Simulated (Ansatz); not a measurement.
Ansatz (a program for electronic structure) input:

Ansatz 0.2 input:
```yaml
crystal:
  lattice:
    - [0.0, 4.3509972474, 4.3509972474]
    - [4.3509972474, 0.0, 4.3509972474]
    - [4.3509972474, 4.3509972474, 0.0]
  atoms:
    - { symbol: Sn, position: [0.5, 0.5, 0.5] }
    - { symbol: Sn, position: [0.0, 0.0, 0.0] }
    - { symbol: F, position: [0.7273686499, 0.2726313501, 0.7273686499] }
    - { symbol: F, position: [0.2726313501, 0.7273686499, 0.2726313501] }
    - { symbol: F, position: [0.7273686499, 0.2726313501, 0.2726313501] }
    - { symbol: F, position: [0.2726313501, 0.7273686499, 0.7273686499] }
    - { symbol: F, position: [0.7273686499, 0.7273686499, 0.2726313501] }
    - { symbol: F, position: [0.2726313501, 0.2726313501, 0.7273686499] }
kpoints:
  mp_grid: { grid: [5, 5, 5] }
hamiltonian:
  xc: r2scan
  pseudopotentials: { kind: paw }
scf:
  occupations: { method: fixed }
output:
  optics: { e_range: [0.0, 15.0], de: 0.05, sigma: 0.1, bands: { spectra_wanted_up_to: 12 eV } }
```

Output (shortened):

```
output.optics: the spectra are integrated over the Brillouin zone by k·p interpolation around the k-points, where levels, occupations, output.optics.sigma and …
Pseudopotential: Sn, paw, valence charge 14
Pseudopotential: F, paw, valence charge 7
Functional definition: r2SCAN
Crystal: 8 atoms, lattice volume = 164.739 Å³
Basis set: ecut = 500 eV, 4279 PW (Γ), exchange–correlation on 180×180×180 points (64 copies of the dense FFT grid, shifted against one another)
Bands: 43, of which v1, the nominal top of the filled ones, is band 35 counted from 1 (34 counted from 0)
Symmetry: 48 space group operations
Space group: Fm-3m (ITA 225), of the structure as read, at distance tolerance 5.5e-5 Å
k-points: 10 of 125
SCF iter   1: F=—  HF=-16938.880613 eV  |F-HF|=—  |Δ(HF+E_count)|=         —  Δρ=9.24e-3  dr2=1.24e-1  dr2_τ=2.14e-1  ethr=1.77e-3  ⟨swp⟩=4.0  Hψ=1665  notcnv=0  defer=48
preconditioner: auto → Resta (q_TF=auto, 2.366 Å⁻¹)
SCF iter   2: F=—  HF=-16938.964312 eV  |F-HF|=—  |Δ(HF+E_count)|=   8.37e-2  Δρ=4.16e-3  dr2=1.09e-2  dr2_τ=2.63e-3  ethr=1.76e-4  ⟨swp⟩=2.5  Hψ=898  notcnv=0  defer=51
SCF iter   3: F=—  HF=-16938.965262 eV  |F-HF|=—  |Δ(HF+E_count)|=   9.50e-4  Δρ=1.67e-3  dr2=2.75e-3  dr2_τ=3.06e-4  ethr=1.56e-5  ⟨swp⟩=2.2  Hψ=423  notcnv=0  defer=54
SCF iter   4: F=—  HF=-16938.965043 eV  |F-HF|=—  |Δ(HF+E_count)|=   2.19e-4  Δρ=2.01e-4  dr2=3.00e-5  dr2_τ=5.65e-6  ethr=3.93e-6  ⟨swp⟩=2.2  Hψ=603  notcnv=0  defer=54
SCF iter   5: F=—  HF=-16938.965053 eV  |F-HF|=—  |Δ(HF+E_count)|=   1.01e-5  Δρ=4.10e-5  dr2=7.97e-7  dr2_τ=4.27e-7  ethr=4.29e-8  ⟨swp⟩=2.0  Hψ=585  notcnv=0  defer=49
SCF iter   6: F=—  HF=-16938.964955 eV  |F-HF|=—  |Δ(HF+E_count)|=   9.84e-5  Δρ=4.42e-6  dr2=1.58e-8  dr2_τ=4.47e-9  ethr=1.14e-9  ⟨swp⟩=2.0  Hψ=755  notcnv=0  defer=35
SCF iter   7: F=—  HF=-16938.964955 eV  |F-HF|=—  |Δ(HF+E_count)|=   1.69e-8  Δρ=6.94e-7  dr2=4.83e-10  dr2_τ=3.38e-11  ethr=2.26e-11  ⟨swp⟩=2.2  Hψ=717  notcnv=0  defer=35
SCF iter   8: F=—  HF=-16938.964955 eV  |F-HF|=—  |Δ(HF+E_count)|=  1.02e-10  Δρ=1.95e-7  dr2=5.42e-11  dr2_τ=2.35e-12  ethr=1.00e-12  ⟨swp⟩=2.0  Hψ=659  notcnv=0  defer=35
SCF iter   9: F=-16938.964955 eV  HF=-16938.964955 eV  |F-HF|=7.28e-12  |Δ(HF+E_count)|=    0.00e0  Δρ=5.75e-8  dr2=4.90e-12  dr2_τ=1.53e-13  ethr=1.00e-12  ⟨swp⟩=11.1  Hψ=1841  notcnv=0
SCF 1 converged in 9 iterations: F = -16938.964955 eV  dr2 = 4.90e-12
NSCF: frozen V_eff on 10 k-points
Optics k sum: 0 of 10 k-points
Optics k sum: 1 of 10 k-points
Optics k sum: 2 of 10 k-points
Optics k sum: 3 of 10 k-points
Optics k sum: 4 of 10 k-points
Optics k sum: 5 of 10 k-points
Optics k sum: 6 of 10 k-points
Optics k sum: 7 of 10 k-points
Optics k sum: 8 of 10 k-points
Optics k sum: 9 of 10 k-points
Optics k sum: 10 of 10 k-points
Optics k sum: 0 of 10 k-points
Optics k sum: 1 of 10 k-points
Optics k sum: 2 of 10 k-points
Optics k sum: 3 of 10 k-points
Optics k sum: 4 of 10 k-points
Optics k sum: 5 of 10 k-points
Optics k sum: 6 of 10 k-points
Optics k sum: 7 of 10 k-points
Optics k sum: 8 of 10 k-points
Optics k sum: 9 of 10 k-points
Optics k sum: 10 of 10 k-points
NSCF: frozen V_eff on 1 k-points
NSCF: frozen V_eff on 1 k-points
NSCF: frozen V_eff on 1 k-points
NSCF: frozen V_eff on 1 k-points
output.optics: what the bands over the 67 summed would add to eps1, eps2 and the energy-loss function is held between a lower and an upper bound (10 Lanczos …
SCF converged after 9 iterations
Free energy (F): -16938.964955 eV
Harris-Foulkes:  -16938.964955 eV  (|F-HF|=7.28e-12)
Internal energy: -16938.964955 eV  (E = F + TS)
E sigma→0 (E₀):  -16938.964955 eV
Fermi energy:    1.074803 eV
--- Per-component energies (eV) ---
  E_band       = -783.051019
  E_kinetic    = 1619.061738
  E_local      = -7841.622122  (includes V_loc(G=0)·N_el)
  E_nonlocal   = 373.644050
  E_hartree    = 3528.278216
  E_xc         = -1220.082357
  E_vxc        = -899.978164  (∫ρ·V_xc dr)
  E_paw        = -9544.593836  (= ΣΔE_a)
  E_vpaw       = -1155.358302  (= ΣTr[D̂ρ^β])
  E_aug_tail   = 0.006264  (compensation charges beyond the density's cutoff)
  E_vtau       = 64.639007  (kinetic-family band-sum trace: ∫τ·v_τ [+ j·A + Jᵃ·Aᵃ] dr)
  E_ewald      = -3854.939198
  E_core_change = 1.282291  (= ΣΔE_core)
  E_smearing   =  0.000000  (= −TS)
  E_closure    = 0.000000  (closes the sum)
  Σ components = -16938.964955   (vs F -16938.964955, Δ=0.00e0)
  [band-id]    e_kinetic+e_local+e_nonlocal+2·e_hartree+e_vxc+e_vpaw+e_augmentation_tail+e_vtau = -783.051097   (vs E_band -783.051019, Δ=-7.83e-5)
--- Band table (eV; the first three rows and the last of 10) ---
  k-point 0: bands = ["-23.3772", "-23.3772", "-23.1919", "-22.6812", "-22.6812", "-22.6812", "-20.0985", "-20.0985", "-20.0985", "-19.7259", "-19.7259", "-19.5427", "-19.5427", "-19.5427", "-18.9875", "-18.9875", "-7.7787", "-4.9539", "-4.9539", "-4.9539", …
  k-point 1: bands = ["-23.3705", "-23.3705", "-23.1733", "-22.7025", "-22.6957", "-22.6957", "-20.0985", "-20.0985", "-20.0985", "-19.6597", "-19.6597", "-19.5427", "-19.5427", "-19.5427", "-19.0507", "-19.0507", "-7.5953", "-5.3082", "-4.8073", "-4.8073", …
  k-point 2: bands = ["-23.3590", "-23.3590", "-23.1392", "-22.7411", "-22.7197", "-22.7197", "-20.0984", "-20.0984", "-20.0984", "-19.5428", "-19.5427", "-19.5427", "-19.5039", "-19.5039", "-19.2018", "-19.2018", "-7.1276", "-6.0261", "-4.4840", "-4.4840", …
  k-point 9: bands = ["-23.3857", "-23.3639", "-23.1492", "-22.7276", "-22.7005", "-22.6842", "-20.0984", "-20.0983", "-20.0983", "-19.6258", "-19.5427", "-19.5427", "-19.5427", "-19.5274", "-19.2016", "-19.0927", "-6.8675", "-5.7649", "-4.8154", "-4.5987", …
```

Cost: very roughly 50 core-seconds on shared cores.

The first step of the workflow began from a Materials Project structure, measured or hypothetical; the Crystallography Open Database files this formula in space group No. 225, but the cells were not matched. Whether it is the stable phase at ambient conditions was not checked. The cell was relaxed with r²SCAN under the symmetry of its start; whether a distortion lowers the energy is not shown. Spin–orbit coupling is left out wherever it is not named.

Potentials: the later of the program's two PAW sets.

Ansatz is a plane-wave DFT program.
